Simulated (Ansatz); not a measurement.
# Property card for Ni

Ni:
```
Ni
1.0
    0.00000     2.50324     2.50324
    2.50324     0.00000     2.50324
    2.50324     2.50324     0.00000
Ni
2
Direct
  0.00000   0.00000   0.00000
  0.25000   0.25000   0.25000
```
The run is spin-polarised; directions of the spins, atom by atom: ↑ ↑.

Space group Fd-3m (No. 227), diamond; conventional cell a = 5.0065 Å, b = 5.0065 Å, c = 5.0065 Å, α = 90.00°, β = 90.00°, γ = 90.00°.

Method: PBEsol (plane waves, PAW; program Ansatz). The cell and atoms are relaxed at this level. Other levels are named where they apply.

Cell and energy:

```
Item                  Value
---------------  ----------
Volume per atom    15.69 Å³
Density          6.21 g/cm³
```

Electronic structure:

```
Item                                                                       Result
------------------------------------  -------------------------------------------
Electronic character                                            metallic (no gap)
Density of states at the Fermi level  1.7 states/eV per atom (mean over ±0.08 eV)
```

Magnetism:

```
Property                  Result
--------------  ----------------
Magnetic order     ferromagnetic
Net moment      0.80 μB per atom
```

Mechanics:

```
Property                                                                Value
-------------------------------------  --------------------------------------
Bulk modulus (Birch–Murnaghan fit)                                    108 GPa
Pressure derivative B′                                                    4.8
Elastic constants (relaxed ions, GPa)      C11 = 83.1, C12 = 120, C44 = -36.4
Mechanical stability                   unstable (C has a negative eigenvalue)
```

The start of the workflow was typed in or built on a structure type; neither database checked (COD, Materials Project) lists it. It is not the phase usual at ambient conditions (space group No. 225). The PBEsol relaxation kept the symmetry of its start. Spin order of the final state: ferromagnetic, chosen from 4 collinear starts compared on coarse meshes (ties went to the first, and starts can fall back to one state), not a proven ground state. As this level gives no gap, shear constants depend on the k-mesh and smearing (Fermi–Dirac, 0.1 eV here). On the denser mesh and wider smearing of the elastic run this cell carries a stress of 0.3 GPa.

Potentials: the later of the program's two PAW sets.
